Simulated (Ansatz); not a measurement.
**In$_{2}$Co$_{3}$S$_{2}$: input and output**

The input, for Ansatz 0.2.0 (plane waves, PAW):

```yaml
crystal:
  lattice:
    - [0.0, -3.06798, 4.406675]
    - [2.598662, -1.630771, -4.406675]
    - [2.948663, 1.630771, 4.406675]
  atoms:
    - { symbol: In, position: [0.0, 0.0, 0.0] }
    - { symbol: Co, position: [0.0, 0.5, 0.5] }
    - { symbol: Co, position: [0.5, 0.0, 0.5] }
    - { symbol: Co, position: [0.0, 0.0, 0.5] }
    - { symbol: S, position: [0.721, 0.279, 0.837] }
    - { symbol: S, position: [0.279, 0.721, 0.163] }
    - { symbol: In, position: [0.5, 0.5, 0.5] }
  symmetry: { tolerance: 0.0003 }
kpoints:
  mp_grid: { grid: [8, 8, 8], shift: [0, 0, 0] }
  band_path:
    path:
      - [0.0, 0.0, 0.0]
      - [0.0, 0.0, -0.5]
      - [0.25764546, -0.51529092, -0.24235454]
      - [0.48470908, -0.74235454, 0.24235454]
      - [0.0, -0.5, 0.0]
      - [0.0, 0.0, 0.0]
      - [0.37117727, -0.74235454, 0.37117727]
      - [0.37117727, -0.62882273, 0.0]
      - [0.5, -0.5, 0.0]
      - [0.0, 0.0, 0.0]
    npoints: 6
magnetization:
  spin_polarized: false
scf:
  occupations: { method: fermi_dirac, width: 0.02 }
  lower_state_search: "off"
  max_iter: 200
hamiltonian:
  pseudopotentials: { kind: paw }
  xc: r2scan
basis:
  ecutwfc: 500
  fft_grid_basis: typed
output:
  forces: true
  stress: true
  eigenvalues: true
  bader: true
  populations: true
  elf: true
  write_potential: true
  volumetric_format: npy
  dos:
    e_range: [-12, 8]
    de: 0.05
    projected: { site_lists: { Co: [Co], In: [In], S: [S] } }
checkpoint:
  read: saved_state
```

The run starts from an earlier solution of this cell. 

Excerpt of what it printed:

```
SCF iter   1: F=-28431.8629 eV  Δρ=3.28e-3  dr2=1.81e-3  dr2_τ=5.94e-2
SCF iter   2: F=-28431.8660 eV  Δρ=1.71e-3  dr2=6.34e-4  dr2_τ=7.15e-4
SCF iter   3: F=-28431.8653 eV  Δρ=1.30e-3  dr2=1.31e-3  dr2_τ=3.87e-5  recentre
SCF iter   4: F=-28431.8663 eV  Δρ=3.56e-4  dr2=1.23e-4  dr2_τ=5.15e-6
SCF iter   5: F=-28431.8664 eV  Δρ=1.58e-4  dr2=1.39e-5  dr2_τ=4.49e-6
SCF iter   6: F=-28431.8665 eV  Δρ=6.58e-5  dr2=4.81e-6  dr2_τ=9.97e-8
SCF iter   7: F=-28431.8665 eV  Δρ=1.37e-5  dr2=1.74e-7  dr2_τ=8.08e-9
SCF iter   8: F=-28431.8665 eV  Δρ=1.62e-5  dr2=2.21e-7  dr2_τ=2.51e-9
SCF iter   9: F=-28431.8665 eV  Δρ=2.88e-6  dr2=6.37e-9  dr2_τ=1.31e-10
Free energy (F): -28431.8665 eV
Harris-Foulkes:  -28431.8665 eV  (|F-HF|=2.28e-9)
Internal energy: -28431.8583 eV  (E = F + TS)
E sigma→0 (E₀):  -28431.8624 eV
Entropy (-TS):   -0.0082 eV (-1.167 meV/atom)
Fermi energy:    12.0168 eV
--- Per-component energies (eV) ---
  E_band       = -1052.1804
  E_kinetic    = 2064.6473
  E_local      = -14543.6624  (includes V_loc(G=0)·N_el)
  E_nonlocal   = 2173.0711
  E_hartree    = 6223.6983
  E_xc         = -1057.0493
  E_vxc        = -1090.2930  (∫ρ·V_xc dr)
  E_paw        = -14166.0380  (= ΣΔE_a)
  E_vpaw       = -2170.8135  (= ΣTr[D̂ρ^β])
  E_aug_tail   = 0.0001  (compensation charges beyond the density's cutoff)
  E_vtau       = 67.4837  (kinetic-family band-sum trace: ∫τ·v_τ [+ j·A + Jᵃ·Aᵃ] dr)
  E_ewald      = -9127.3512
  E_core_change = 0.8259  (= ΣΔE_core)
  E_smearing   = -0.0082  (= −TS)
--- Stress (GPa, compression-positive) ---
       -7.6012      -0.4850      -0.3376
       -0.4850      -6.9925      -0.1867
       -0.3376      -0.1867      -6.8543
  P = ⅓ Tr σ = -7.1494 GPa (-71.494 kbar)
--- Löwdin populations: 7 sites ---
  site symbol       q [e]
     0     In     13.1525
     1     Co     16.5385
     2     Co     16.5385
     3     Co     16.5385
     4      S      6.1968
     5      S      6.1968
     6     In     13.2372
  spilling = 0.0068 (of n_electrons = 89.0000)
```

Origin: a database entry at a rescaled volume. Caveats: no spin polarisation, so a magnetic state may lie lower.
